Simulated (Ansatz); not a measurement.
Si₃N₄:
Space group P31c (No. 159); a = b = 7.7711 Å, c = 5.6334 Å, α = β = 90.00°, γ = 120.00°

```csv
atom,site,symmetry,x,y,z
Si,6c,1,0.0825,0.5708,0.1962
Si,6c,1,0.0859,0.2534,0.4888
N,6c,1,0.0453,0.6558,0.4689
N,2a,3..,0.0000,0.0000,0.4896
N,6c,1,0.0040,0.3191,0.2351
N,2b,3..,0.3333,0.6667,0.1397
```

Relaxed with PBEsol.

### Question
Which orbitals make up the states near the band edges in PBEsol in the plane-wave PAW code Ansatz?

### Answer
Top 1 eV of the valence band: N 2p 93 %. Bottom 1 eV of the conduction band: Si 3p 50 %, N 2s 15 %, Si 3s 10 %, N 2p 7 %, outside the projected shells 18 %. Projections are on Löwdin-orthogonalised atomic valence shells; empty p or d shells of many metals are not among them.

### Question
Tabulate the density of states.

### Answer
States/eV per cell of 28 atoms, in 0.25 eV bins, energy from the valence-band maximum.

```tsv
E (eV)	total	N 2p	Si 3p	N 2s
-7.85	8.04	4.67	1.12	0.58
-7.60	5.69	3.34	0.79	0.44
-7.35	7.26	4.31	1.11	0.59
-7.10	6.06	3.65	1.14	0.44
-6.85	5.15	3.15	1.13	0.33
-6.60	10.72	6.66	2.85	0.52
-6.35	12.18	7.71	3.16	0.60
-6.10	10.53	6.77	2.61	0.55
-5.85	9.74	6.41	2.40	0.42
-5.60	9.85	6.60	2.36	0.40
-5.35	9.17	6.26	2.10	0.34
-5.10	12.10	8.40	2.80	0.40
-4.85	11.64	8.26	2.69	0.29
-4.60	15.01	10.87	3.32	0.34
-4.35	14.32	10.63	2.98	0.29
-4.10	16.84	12.76	3.34	0.29
-3.85	13.60	10.50	2.51	0.24
-3.60	13.27	10.50	2.23	0.20
-3.35	12.24	9.91	1.80	0.21
-3.10	10.67	8.81	1.38	0.21
-2.85	8.56	7.12	0.89	0.29
-2.60	5.62	4.70	0.48	0.25
-2.35	8.13	6.94	0.61	0.30
-2.10	12.47	10.90	0.74	0.39
-1.85	11.96	10.59	0.62	0.34
-1.60	17.09	15.28	0.83	0.40
-1.35	13.17	12.02	0.50	0.20
-1.10	20.46	18.80	0.70	0.29
-0.85	10.75	9.97	0.30	0.14
-0.60	13.33	12.39	0.45	0.15
-0.35	2.69	2.48	0.11	0.03
-0.10	2.48	2.32	0.10	0.01
0.15	0.00	0.00	0.00	0.00
0.40	0.00	0.00	0.00	0.00
0.65	0.00	0.00	0.00	0.00
0.90	0.00	0.00	0.00	0.00
1.15	0.00	0.00	0.00	0.00
1.40	0.00	0.00	0.00	0.00
1.65	0.00	0.00	0.00	0.00
1.90	0.00	0.00	0.00	0.00
2.15	0.00	0.00	0.00	0.00
2.40	0.00	0.00	0.00	0.00
2.65	0.00	0.00	0.00	0.00
2.90	0.00	0.00	0.00	0.00
3.15	0.00	0.00	0.00	0.00
3.40	0.00	0.00	0.00	0.00
3.65	0.00	0.00	0.00	0.00
3.90	0.00	0.00	0.00	0.00
4.15	0.00	0.00	0.00	0.00
4.40	0.00	0.00	0.00	0.00
4.65	0.86	0.07	0.46	0.11
4.90	4.50	0.34	2.36	0.62
5.15	10.34	0.77	5.25	1.43
5.40	9.12	0.69	4.32	1.61
5.65	15.23	1.23	7.32	2.61
5.90	13.60	1.30	6.12	2.30
6.15	14.18	1.52	6.45	2.21
6.40	12.06	1.36	5.53	1.87
6.65	14.60	1.60	6.86	2.16
6.90	14.38	1.66	6.39	2.03
7.15	13.94	1.76	6.16	1.79
7.40	15.23	2.05	6.55	1.69
7.65	13.57	1.98	5.73	1.27
7.90	12.40	1.93	5.32	0.91
8.15	12.12	1.86	5.08	0.98
8.40	14.53	2.18	6.05	1.15
8.65	15.35	2.47	6.32	1.25
8.90	10.00	1.75	3.78	0.69
9.15	16.23	2.84	6.10	1.01
9.40	14.16	2.52	5.33	0.77
```

The first step of the workflow began from a Materials Project structure, measured or hypothetical; the Crystallography Open Database files this formula in space group No. 159, but the cells were not matched. It is not the phase usual at ambient conditions (space group No. 176). Symmetry was held in the PBEsol relaxation; its stability against distortions is not shown here.

Potentials: the earlier of the program's two PAW sets. The files were generated under PBE; for other functionals the program regenerates the frozen cores, and for LDA and PBEsol the local potential too.
